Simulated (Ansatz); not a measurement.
An Ansatz (a first-principles code) run. Input:

Ansatz 0.2 input:
```yaml
crystal:
  lattice:
    - [3.0776088577, 0.0, 0.0]
    - [-1.5388044289, 2.6652874537, 0.0]
    - [0.0, 0.0, 10.0762885243]
  atoms:
    - { symbol: Si, position: [0.0, 0.0, 0.0003039039] }
    - { symbol: Si, position: [0.0, 0.0, 0.5003039039] }
    - { symbol: Si, position: [0.6666666667, 0.3333333333, 0.750248303] }
    - { symbol: Si, position: [0.3333333333, 0.6666666667, 0.250248303] }
    - { symbol: C, position: [0.0, 0.0, 0.81286811] }
    - { symbol: C, position: [0.0, 0.0, 0.31286811] }
    - { symbol: C, position: [0.6666666667, 0.3333333333, 0.5622096831] }
    - { symbol: C, position: [0.3333333333, 0.6666666667, 0.0622096831] }
kpoints:
  mp_grid: { grid: [9, 9, 3] }
hamiltonian:
  xc: r2scan
  pseudopotentials: { kind: paw }
scf:
  occupations: { method: fixed }
output:
  optics: { e_range: [0.0, 15.0], de: 0.05, sigma: 0.1, bands: { spectra_wanted_up_to: 12 eV } }
```

Output (shortened):

```
output.optics: the spectra are integrated over the Brillouin zone by k·p interpolation around the k-points, where levels, occupations, output.optics.sigma and …
Pseudopotentials: kind: paw
Pseudopotential: Si, paw, valence charge 4
Pseudopotential: C, paw, valence charge 4
Functional definition: r2SCAN
Crystal: 8 atoms, lattice volume = 82.653 Å³
Basis set: ecut = 500 eV, 2137 PW (Γ), exchange–correlation on 96×96×300 points (64 copies of the dense FFT grid, shifted against one another)
Bands: 24, of which v1, the nominal top of the filled ones, is band 16 counted from 1 (15 counted from 0)
Symmetry: 12 space group operations
Space group: P63mc (ITA 186), of the structure as read, at distance tolerance 4.4e-5 Å
k-points: 24 of 243 (time reversal used)
PAW frozen core: Si, regenerated for the run's functional
PAW frozen core: C, regenerated for the run's functional
Initial wavefunctions: pseudopotential atomic-orbital guess
Eigensolver: davidson
Functional: x = r2scan, c = r2scan; τ floored in thin density (d = 2e-4 eV/Å³)
SCF iter   1: F=—  HF=-3565.157532 eV  |F-HF|=—  |Δ(HF+E_count)|=         —  Δρ=5.82e-3  dr2=1.85e-2  dr2_τ=7.78e-1  ethr=1.77e-3  ⟨swp⟩=4.8  Hψ=2651  notcnv=0  defer=136
all-band conjugate gradients solve this SCF's bands
preconditioner: auto → none
SCF iter   2: F=—  HF=-3565.335316 eV  |F-HF|=—  |Δ(HF+E_count)|=   1.78e-1  Δρ=4.03e-3  dr2=7.29e-3  dr2_τ=1.42e-4  ethr=5.78e-5  ⟨swp⟩=3.0  Hψ=1251  notcnv=0  defer=144
SCF iter   3: F=—  HF=-3565.335419 eV  |F-HF|=—  |Δ(HF+E_count)|=   1.03e-4  Δρ=1.42e-3  dr2=2.01e-3  dr2_τ=9.53e-5  ethr=2.28e-5  ⟨swp⟩=2.0  Hψ=914  notcnv=0  defer=144
SCF iter   4: F=—  HF=-3565.335201 eV  |F-HF|=—  |Δ(HF+E_count)|=   2.18e-4  Δρ=3.95e-4  dr2=1.39e-4  dr2_τ=2.13e-5  ethr=6.27e-6  ⟨swp⟩=2.0  Hψ=880  notcnv=0  defer=144
SCF iter   5: F=—  HF=-3565.335185 eV  |F-HF|=—  |Δ(HF+E_count)|=   1.56e-5  Δρ=8.21e-5  dr2=2.90e-6  dr2_τ=4.64e-7  ethr=4.35e-7  ⟨swp⟩=2.2  Hψ=803  notcnv=0  defer=103
SCF iter   6: F=—  HF=-3565.335187 eV  |F-HF|=—  |Δ(HF+E_count)|=   1.65e-6  Δρ=4.10e-5  dr2=1.47e-6  dr2_τ=2.87e-8  ethr=9.08e-9  ⟨swp⟩=2.0  Hψ=875  notcnv=0  defer=79
SCF iter   7: F=—  HF=-3565.335187 eV  |F-HF|=—  |Δ(HF+E_count)|=   1.17e-7  Δρ=1.70e-5  dr2=1.90e-7  dr2_τ=3.20e-9  ethr=4.60e-9  ⟨swp⟩=2.0  Hψ=743  notcnv=0  defer=79
SCF iter   8: F=—  HF=-3565.335187 eV  |F-HF|=—  |Δ(HF+E_count)|=   3.47e-8  Δρ=3.02e-6  dr2=4.01e-9  dr2_τ=1.39e-10  ethr=5.93e-10  ⟨swp⟩=2.6  Hψ=841  notcnv=0  defer=79
SCF iter  10: F=-3565.335187 eV  HF=-3565.335187 eV  |F-HF|=4.55e-13  |Δ(HF+E_count)|=  9.41e-11  Δρ=8.97e-8  dr2=2.92e-12  dr2_τ=1.58e-13  ethr=1.00e-12  ⟨swp⟩=9.0  Hψ=3002  notcnv=0
SCF 1 converged in 10 iterations: F = -3565.335187 eV  dr2 = 2.92e-12
NSCF: frozen V_eff on 24 k-points
Optics k sum: 0 of 24 k-points
Optics k sum: 2 of 24 k-points
Optics k sum: 3 of 24 k-points
Optics k sum: 4 of 24 k-points
Optics k sum: 5 of 24 k-points
Optics k sum: 6 of 24 k-points
Optics k sum: 8 of 24 k-points
Optics k sum: 9 of 24 k-points
Optics k sum: 10 of 24 k-points
Optics k sum: 11 of 24 k-points
Optics k sum: 12 of 24 k-points
Optics k sum: 14 of 24 k-points
Optics k sum: 15 of 24 k-points
Optics k sum: 16 of 24 k-points
Optics k sum: 17 of 24 k-points
Optics k sum: 18 of 24 k-points
Optics k sum: 20 of 24 k-points
Optics k sum: 21 of 24 k-points
Optics k sum: 22 of 24 k-points
Optics k sum: 23 of 24 k-points
Optics k sum: 24 of 24 k-points
Optics k sum: 0 of 24 k-points
Optics k sum: 2 of 24 k-points
Optics k sum: 3 of 24 k-points
Optics k sum: 4 of 24 k-points
Optics k sum: 5 of 24 k-points
Optics k sum: 6 of 24 k-points
Optics k sum: 8 of 24 k-points
Optics k sum: 9 of 24 k-points
Optics k sum: 10 of 24 k-points
Optics k sum: 11 of 24 k-points
Optics k sum: 12 of 24 k-points
Optics k sum: 14 of 24 k-points
Optics k sum: 15 of 24 k-points
Optics k sum: 16 of 24 k-points
Optics k sum: 17 of 24 k-points
Optics k sum: 18 of 24 k-points
Optics k sum: 20 of 24 k-points
Optics k sum: 21 of 24 k-points
Optics k sum: 22 of 24 k-points
Optics k sum: 23 of 24 k-points
Optics k sum: 24 of 24 k-points
NSCF: frozen V_eff on 1 k-points
NSCF: frozen V_eff on 1 k-points
NSCF: frozen V_eff on 1 k-points
NSCF: frozen V_eff on 1 k-points
output.optics: what the bands over the 44 summed would add to eps1, eps2 and the energy-loss function is held between a lower and an upper bound (6 Lanczos …
SCF converged after 10 iterations
Free energy (F): -3565.335187 eV
Harris-Foulkes:  -3565.335187 eV  (|F-HF|=4.55e-13)
Internal energy: -3565.335187 eV  (E = F + TS)
E sigma→0 (E₀):  -3565.335187 eV
Fermi energy:    9.449323 eV
--- Per-component energies (eV) ---
  E_band       = 102.325513
  E_kinetic    = 544.276288
  E_local      = -415.844213  (includes V_loc(G=0)·N_el)
  E_nonlocal   = 201.433742
  E_hartree    = 130.699313
  E_xc         = -405.502336
  E_vxc        = -474.661433  (∫ρ·V_xc dr)
  E_paw        = -2481.157399  (= ΣΔE_a)
  E_vpaw       = -36.560029  (= ΣTr[D̂ρ^β])
  E_aug_tail   = 0.000033  (compensation charges beyond the density's cutoff)
  E_vtau       = 22.282479  (kinetic-family band-sum trace: ∫τ·v_τ [+ j·A + Jᵃ·Aᵃ] dr)
  E_ewald      = -1138.835789
  E_core_change = -0.404827  (= ΣΔE_core)
  E_smearing   =  0.000000  (= −TS)
  E_closure    =  0.000000  (closes the sum)
  Σ components = -3565.335187   (vs F -3565.335187, Δ=0.00e0)
  [band-id]    e_kinetic+e_local+e_nonlocal+2·e_hartree+e_vxc+e_vpaw+e_augmentation_tail+e_vtau = 102.325494   (vs E_band 102.325513, Δ=-1.86e-5)
--- Band table (eV; the first three rows and the last of 24) ---
  k-point 0: bands = ["-6.8222", "-5.6044", "-5.5657", "-3.1914", "0.5431", "4.8807", "4.9287", "8.2031", "8.2031", "8.6878", "8.6878", "8.8376", "8.8376", "9.3984", "9.4493", "9.4493", "15.0996", "15.6932", "16.3110", "16.3474", "16.9600", "16.9600", "16.9699", "16.9699"]
  k-point 1: bands = ["-6.6813", "-6.2635", "-4.6911", "-3.7229", "1.3043", "2.9465", "6.9140", "8.2716", "8.2716", "8.4642", "8.4642", "8.6367", "9.0919", "9.0919", "9.3480", "9.3480", "15.1979", "15.4625", "16.6337", "16.7428", "17.0243", "17.0243", "17.0281", "17.0281"]
  k-point 2: bands = ["-6.6001", "-5.3905", "-5.3508", "-3.0070", "0.7463", "4.9330", "4.9844", "7.0536", "7.7580", "7.8062", "7.9107", "8.4399", "8.5331", "8.6468", "9.2478", "9.3451", "15.3570", "16.0219", "16.0704", "16.6600", "16.8988", "17.1438", "17.2770", "17.5150"]
  k-point 23: bands = ["-2.2077", "-2.0735", "-2.0708", "-2.0708", "1.8252", "1.8599", "1.8599", "2.5345", "3.3637", "3.3637", "4.4492", "4.4492", "6.0153", "6.8044", "6.8044", "7.1429", "13.2672", "13.2672", "15.9091", "16.4670", "16.4670", "17.6354", "18.9862", "18.9862"]
  band table: 24 of 24 bands, residual norms ≤ 1.0e-3 eV
```

Cost: roughly 2.3 core-minutes on shared cores.

Space group P6_3mc (4H polytype). Symmetry was held in the r²SCAN relaxation.

Potentials: the later of the program's two PAW sets.

Ansatz is a plane-wave DFT program.
